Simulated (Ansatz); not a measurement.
Te (trigonal-Te type, space group P3_121)

```
CELL_PARAMETERS angstrom
      4.52090     0.00000     0.00000
     -2.26045     3.91521     0.00000
      0.00000     0.00000     5.95427
ATOMIC_POSITIONS crystal
  Te 0.26811 0.00000 0.33333
  Te 0.00000 0.26811 0.66667
  Te 0.73189 0.73189 0.00000
```

The volume is varied about the relaxed value V₀ at fixed cell shape. The atoms relax within the cell's symmetry.

Computed with PBE (plane waves to 420 eV, PAW, scalar-relativistic; Ansatz, a quantum-chemistry and plane-wave program). k mesh 9×9×6 (Γ-centred), Fermi-Dirac smearing 0.05 eV. Stress and pressure are positive under compression. Spin-orbit coupling is left out, though Te is heavy. Te was relaxed with its symmetry unable to fall.

At one point of the scan the stress tensor (GPa) is:

```
   -0.8      0.0      0.0
    0.0     -0.8      0.0
    0.0      0.0     -1.8
```

### Question
Which point is it?
(A) V/V₀ = 1.067
(B) V/V₀ = 1.033
(C) V/V₀ = 1.100

### Answer
A, V/V₀ = 1.067

(A scan under strain: stresses follow from slopes of the energy per volume, elastic moduli from its curvatures.)
